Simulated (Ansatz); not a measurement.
Ir (fcc (Cu type), space group No. 225) under volume change, PBE (plane waves, PAW; program Ansatz), scaled uniformly.

```
V (Å³/atom)  E − E(relaxed) (meV/atom)  P (GPa)
-----------  -------------------------  -------
13.189                           154.4    41.70
13.624                            64.3    25.21
14.059                            15.1    11.46
14.493                             0.0     0.00
14.928                            13.3    -9.54
15.363                            50.3   -17.47
15.798                           106.9   -24.04
```

Problem. What does a third-order Birch–Murnaghan fit give for V₀, B₀ and B′?

Solution. V₀ = 14.49 Å³/atom, B₀ = 348 GPa, B′ = 5.1.

Space group Fm-3m (fcc (Cu type)). The cell was relaxed with PBE under the symmetry of its start. No spin polarisation was allowed. Scalar-relativistic: spin–orbit coupling is off unless named, which matters more the heavier the elements.

Potentials: the earlier of the program's two PAW sets.
